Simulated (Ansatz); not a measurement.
Method: DFT PBE, scalar-relativistic, plane waves, PAW (Ansatz 0.2.0). All cells share a 420 eV cutoff and Γ-centred k meshes spaced at most about 0.3 Å⁻¹ (about 0.25 or finer for metals, 2π included). No spin polarisation in the final relaxations.

All energies are static (0 K, no zero-point motion).

Two relaxed structures of Sc2AlAs3:

A.

```yaml
crystal:
  lattice:
    - [4.98317, 0.00000, 0.00000]
    - [0.00000, 4.98317, 0.00000]
    - [0.00000, 0.00000, 7.90763]
  atoms:
    - { symbol: Sc, position: [0.50000, 0.50000, 0.18782] }
    - { symbol: Sc, position: [0.50000, 0.50000, 0.81218] }
    - { symbol: Al, position: [0.00000, 0.00000, 0.00000] }
    - { symbol: As, position: [0.50000, 0.00000, 0.00000] }
    - { symbol: As, position: [0.00000, 0.50000, 0.00000] }
    - { symbol: As, position: [0.50000, 0.50000, 0.50000] }
```

B.

```yaml
crystal:
  lattice:
    - [5.28046, 0.00000, 0.00000]
    - [-2.64023, 4.57302, 0.00000]
    - [0.00000, 0.00000, 5.82571]
  atoms:
    - { symbol: Sc, position: [0.66667, 0.33333, 0.25505] }
    - { symbol: Sc, position: [0.66667, 0.33333, 0.74495] }
    - { symbol: Al, position: [0.33333, 0.66667, 0.00000] }
    - { symbol: As, position: [0.16785, 0.83215, 0.50000] }
    - { symbol: As, position: [0.16785, 0.33571, 0.50000] }
    - { symbol: As, position: [0.66429, 0.83215, 0.50000] }
```

Question: Which form is favoured at zero pressure, and by what margin per atom?

Answer: A is lower, by 218 meV/atom. A has space group P4/mmm (No. 123), 32.7 Å³/atom and no gap on its mesh; B has space group P-6m2 (No. 187), 23.4 Å³/atom and no gap. Counting As atoms around Al and Sc (those within 1.25 times the shortest such distance or 1.15 times the sum of covalent radii, 1.27 where that leaves under three; a plus sign parts nearer from farther groups; the shortest distance is added where it exceeds 1.18 times the sum of covalent radii), A has Sc 1+4, Al 4 and B has Sc 6, Al 6 from 3.3 Å. The lower one is the more open, so pressure narrows the difference. Both come from invented guesses. A third cell relaxed alike, in P-4m2, lies 0.54 eV/atom below the lower of the two.

Cells relaxed within their symmetry can be saddle points.
